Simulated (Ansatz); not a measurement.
TePb:
Space group Fm-3m (No. 225); a = b = c = 6.5686 Å, α = β = γ = 90.00°

| atom | site | symmetry | x | y | z |
|---|---|---|---|---|---|
| Te | 4a | m-3m | 0.0000 | 0.0000 | 0.0000 |
| Pb | 4b | m-3m | 0.5000 | 0.5000 | 0.5000 |
(The calculation used a cell of 2 atoms; values per cell refer to that cell.)

Relaxed with PBE.

### Question
Decompose the optical modes at the zone centre into irreducible representations, and say which are infrared and Raman allowed.

### Answer
Point group m-3m: Γ_opt = T1u. Infrared: T1u. Raman: none.

### Question
Assign frequencies (DFPT, plane-wave PAW PBE (Ansatz code); without the LO–TO term).

### Answer
T1u 19 cm⁻¹.

The cell was relaxed with PBE under the symmetry of its start; of distortions, only those at the zone centre were tested. Scalar-relativistic: spin–orbit coupling is off unless named, which matters more the heavier the elements.

Potentials: the later of the program's two PAW sets.
